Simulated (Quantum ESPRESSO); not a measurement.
Inputs of pw.x and gipaw.x (a modified build of Quantum ESPRESSO, PBE) for TiO₂; the starting potential comes from an earlier run on another mesh:

```
&CONTROL
  calculation = 'scf'
  prefix = 'x'
  pseudo_dir = './pseudo'
  outdir = './out'
  tprnfor = .true.
/
&SYSTEM
  ibrav = 0
  nat = 6
  ntyp = 2
  ecutwfc = 45
  ecutrho = 180
  occupations = 'fixed'
  nbnd = 24
/
&ELECTRONS
  conv_thr = 1e-11
  startingpot = 'file'
/
ATOMIC_SPECIES
Ti 47.867 Ti.GGA_PBE-JTH.UPF
O 15.999 O.GGA_PBE-JTH.UPF
CELL_PARAMETERS angstrom
    4.592200000000     0.000000000000     0.000000000000
    0.000000000000     4.592200000000     0.000000000000
    0.000000000000     0.000000000000     2.957400000000
ATOMIC_POSITIONS crystal
Ti     0.000000000000     0.000000000000     0.000000000000
Ti     0.500000000000     0.500000000000     0.500000000000
O      0.304157095200     0.304157095200     0.000000000000
O      0.195842904800     0.804157095200     0.500000000000
O      0.695842904800     0.695842904800     0.000000000000
O      0.804157095200     0.195842904800     0.500000000000
K_POINTS automatic
6 6 9 1 1 1
```

```
&INPUTGIPAW
  job = 'nmr'
  prefix = 'x'
  tmp_dir = './out/'
  restart_mode = 'from_scratch'
  pawproj(1) = .true.
  pawproj(2) = .true.
  use_nmr_macroscopic_shape = .false.
/
```

The cell was made here from an entry of the Crystallography Open Database (unchecked): atoms relaxed with PBE in the measured cell (PBE without dispersion, pw.x of Quantum ESPRESSO, symmetry kept).  Stability against distortions was not tested. The run has no spin polarisation.

Problem. What does gipaw.x print for the total shieldings?

Solution. 
```
     f-sum rule (should be   -35.4548):
           -35.4569          0.0000          0.0000
             0.0000        -35.4569          0.0000
             0.0000          0.0000        -35.4548

     Total NMR chemical shifts in ppm: ---------------------------------------
     (adopting the Simpson convention for anisotropy and asymmetry)-----------

     Atom  1  Ti  pos: (  0.000000  0.000000  0.000000)  Total sigma:        -183.66
          -181.8243         63.4864          0.0000
            63.4864       -181.8243          0.0000
            -0.0000         -0.0000       -187.3439

     Ti      1    anisotropy:     97.99    eta:    0.8873

     Atom  2  Ti  pos: (  0.500000  0.500000  0.322003)  Total sigma:        -183.66
          -181.8243        -63.4864         -0.0000
           -63.4864       -181.8243         -0.0000
             0.0000         -0.0000       -187.3439

     Ti      2    anisotropy:     97.99    eta:    0.8873

     Atom  3  O   pos: (  0.304157  0.304157  0.000000)  Total sigma:        -394.02
          -396.9849        103.3951         -0.0000
           103.3951       -396.9849          0.0000
             0.0000         -0.0000       -388.0908

     O       3    anisotropy:   -159.54    eta:    0.8885

     Atom  4  O   pos: (  0.195843  0.804157  0.322003)  Total sigma:        -394.02
          -396.9849       -103.3951          0.0000
          -103.3951       -396.9849          0.0000
             0.0000          0.0000       -388.0908

     O       4    anisotropy:   -159.54    eta:    0.8885

     Atom  5  O   pos: (  0.695843  0.695843  0.000000)  Total sigma:        -394.02
          -396.9849        103.3951         -0.0000
           103.3951       -396.9849         -0.0000
            -0.0000          0.0000       -388.0908

     O       5    anisotropy:   -159.54    eta:    0.8885

     Atom  6  O   pos: (  0.804157  0.195843  0.322003)  Total sigma:        -394.02
          -396.9849       -103.3951          0.0000
          -103.3951       -396.9849          0.0000
             0.0000          0.0000       -388.0908

     O       6    anisotropy:   -159.54    eta:    0.8885
```
The printed anisotropy is 3/2 (σ_33 − σ_iso) in the program's own order; the axes are left out here. Anisotropies that symmetry doesn't fix are less certain than the isotropic values. These are absolute shieldings with no macroscopic susceptibility term; δ = σ_ref − σ needs a reference computed alike. By our sweeps, such settings leave a few ppm in absolute σ. The structure is static (0 K, no zero-point motion).
